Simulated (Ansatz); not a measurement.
Relaxed-ion elastic tensor of ZrO₂ in space group P2_1/c (No. 14; Zr on 4e, O on 4e, O on 4e) in GPa (Voigt order), PBEsol (plane waves, PAW; program Ansatz); density 5.87 g/cm³, 11.63 Å³ per atom.

```
 305   170  88.1   0.0  48.6   0.0
 170   397   154   0.0  -5.3   0.0
88.1   154   244   0.0  15.0   0.0
 0.0   0.0   0.0  86.2   0.0  -9.4
48.6  -5.3  15.0   0.0  86.3   0.0
 0.0   0.0   0.0  -9.4   0.0   130
```

Is the crystal mechanically stable?

Yes: the smallest eigenvalue of C is 66.9 GPa.

Work out the Voigt, Reuss and Hill averages.

K_V = 197, K_R = 169, K_H = 183; G_V = 96.2, G_R = 85.8, G_H = 91.0 GPa.

Give Young's modulus, Poisson's ratio, Pugh's ratio and the universal anisotropy index.

E = 9KG/(3K + G) = 234 GPa; ν = 0.29; K/G = 2.01 (ductile by the Pugh limit of 1.75); A_U = 5G_V/G_R + K_V/K_R − 6 = 0.77.

Estimate the sound speeds and the Debye temperature.

v_l = √((K + 4G/3)/ρ) = 7200 m/s, v_t = √(G/ρ) = 3940 m/s, mean 4390 m/s; Θ = (h/k)(3n/4πV)^(1/3) v_m = 577 K.

How much does each axis shrink under pressure?

Linear compressibilities β_i = Σ_j S_ij (j = 1 to 3): x 2.6, y 0.15, z 3.2 per TPa.

The PBEsol relaxation kept the symmetry of its start. The run is not spin-polarised.

Potentials: the later of the program's two PAW sets.
